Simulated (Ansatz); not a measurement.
# Relaxing a structure of Ge(SbTe2)2

The relaxed structure here is a generated cell of Ge(SbTe2)2: the first start was made by placing the elements on the sites of a structure type, and the end was not matched to a known phase here, so it may be hypothetical.

The start is a generated cell, Ge(SbTe2)2 placed in the AFLOW prototype A2BC4_tI14_82_bc_a_g (E3, as in Al2CdS4). A full variable-cell relaxation at zero pressure is run with PBEsol (plane waves to 420 eV, PAW, scalar-relativistic; Ansatz, a quantum-chemistry and plane-wave program). The first steps use a coarse 5×5×5 k-mesh.

Initial structure:
```
Ge(SbTe2)2
1.0
   -3.09219     3.09219     5.73865
    3.09219    -3.09219     5.73865
    3.09219     3.09219    -5.73865
Sb Ge Te
2 1 4
Direct
  0.50000   0.50000   0.00000
  0.25000   0.75000   0.50000
  0.00000   0.00000   0.00000
  0.39000   0.88000   0.01000
  0.87000   0.38000   0.99000
  0.12000   0.13000   0.51000
  0.62000   0.61000   0.49000
```

### Question
What pressure does the first self-consistent step give?

### Answer
+17 GPa (positive: the cell is compressed).

### Question
By how much does the energy per atom fall from start to end?

### Answer
0.65 eV/atom.

### Question
How do the shortest distances between atoms change?

### Answer
The closest pairs of elements (up to four, under 3.6 Å), start → end: Sb–Te 2.61 → 3.00 Å; Ge–Te 2.68 → 2.73 Å; Te–Te 4.10 → 3.40 Å.

### Question
Is the relaxed structure metallic? Give its gap.

### Answer
Zero (metallic).

### Question
What does it relax into? Give the structure.

### Answer

Space group I-4 (No. 82); a = b = 7.260 Å, c = 7.866 Å, α = β = γ = 90.00°

```csv
atom,site,symmetry,x,y,z
Sb,2b,-4..,0.0000,0.0000,0.5000
Sb,2d,-4..,0.5000,0.0000,0.2500
Ge,2a,-4..,0.0000,0.0000,0.0000
Te,8g,1,0.2358,0.3046,0.3321
```
(The calculation used a cell of 7 atoms; values per cell refer to that cell.)

The space group stays I-4 (No. 82) (the run could not lower it), with 7 atoms in the primitive cell. Final values are on a 9×9×9 k-mesh of the relaxed cell. No spin polarisation in the result.

The run could not lose the symmetry of its start: the end is stationary, and may be a saddle point rather than a minimum.
